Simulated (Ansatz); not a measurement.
According to the program Ansatz at the r²SCAN level (PAW), TaSi2 in the hexagonal phase (P6_222; Ta on 3d, Si on 6j) relaxes to a = 4.781 Å, c = 6.555 Å. Against the elements it lies at -0.46 eV/atom, with no fitted shifts.

Electronic character: metallic (no gap).

The cell was relaxed with r²SCAN under the symmetry of its start. The run is not spin-polarised. The references are the lowest solids computed at this level, not always the standard phases. Scalar-relativistic: spin–orbit coupling is off unless named, which matters more the heavier the elements.

Potentials: the earlier of the program's two PAW sets.
